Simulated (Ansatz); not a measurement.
LaHfNO2:
```
LaHfNO2
1.0
   -2.92800     2.93210     4.05173
    2.92800    -2.93210     4.05173
    2.92800     2.93210    -4.05173
La Hf N O
2 2 2 4
Direct
  0.75000   0.98012   0.23012
  0.25000   0.51988   0.26988
  0.01555   0.75000   0.76555
  0.48445   0.25000   0.73445
  0.31123   0.56123   0.75000
  0.18877   0.93877   0.25000
  0.75000   0.39634   0.64634
  0.25000   0.10366   0.85366
  0.80504   0.55504   0.25000
  0.69496   0.94496   0.75000
```

Relaxed with r²SCAN.

Question: Map the electron localisation function on the plane through (0.311, 0.561, 0.750) spanned by u = [1, 1, 0] and v = [-1, 1, 1] in lattice vectors, from DFT-r²SCAN in the program Ansatz with PAW potentials.

Answer: x is the fraction of u, y of v (the angle between them is 114°; rows are the nearest grid lines); atoms in the plane: La at (0.93, 0.49), La at (0.44, 0.51), N at (0.00, 0.00), O at (0.38, 0.00).
```
| .*%%#=. .=%@%*:-#@@=.          :+#%%*. |
|%@@%*:   -*%@@%%@@%*     ..    .=*%@@%%%|
|@@%*:    :+#%@@%%#+:  ..:::..  .:+*%%@@@|
|-:.       .::..     .:-===-:     ....::-|
| .-=+==:.    ...    .:--:..   .:-==:.   |
|*#%%%%#=.   .......       ....:---:.  :*|
|#%%%%%*-    ....::.     .:==-::::..  :+#|
|%%%%#+:   .:=+**+=:    :=*###*=-:.  :=#%|
|:::..    :-=++=:. .:-:..:+*##*+=:    ..:|
|#*+-.     ..   :*%@@@%*:..::-:.   .-+*##|
|@@%#=.       .=#@@%%@@#=.  ..   .=#%@@@@|
|#@@@*.      =%@%=   %@%+.     .+@@@#-:-#|
|%@%+.     .+@@@#-:-#@@*.      =%@%=   =%|
|#=.  ..   .=#%@@@@@%=.       .=#@@%%%@@#|
|:..::-:.   .-+*##*+-     ..   :*%@@@@%*:|
|=*##*+=:    ..:::..   :-=++=:. .:--:..:=|
|##*=-:.  :=#%%%%#+:  .:-+**+=:     :=*##|
|::::..  :+#%%%%%*-   ....::.      .:==-:|
|:---:.  :*#%%%%#=.  .......        ....:|
|-==:.   .-=+==:.    ..     .:--:..   .:-|
|...::-:.       .::..     .:-===-:     ..|
|%@@@@%*:    :+#%@@%%+:   ..:::..  .:+*%%|
|%%%@@%*:   -*%@@%%@@*-     ..    .=*%@@%|
| .*%%#=. .=%@%*:-#@@=.          :+#%%*. |
```
Scale: ten equal steps from 0.017 (start of ' ') to 0.885 (end of '@'), in the order ' .:-=+*#%@'; x runs from 0.000 to 1.00, y from 0.000 (bottom) to 1.00 (top).

The density is the valence pseudo-density with augmentation charge, so density and ELF within about 1 Å of a nucleus are not all-electron values.

Space group I2_12_12_1. The start of the workflow was typed in or built on a structure type; neither database checked (COD, Materials Project) lists it. Whether it is the stable phase at ambient conditions was not checked. The r²SCAN relaxation kept the symmetry of its start; its stability against distortions is not shown here. No spin polarisation was allowed. Scalar-relativistic: spin–orbit coupling is off unless named, which matters more the heavier the elements.

Potentials: the earlier of the program's two PAW sets.
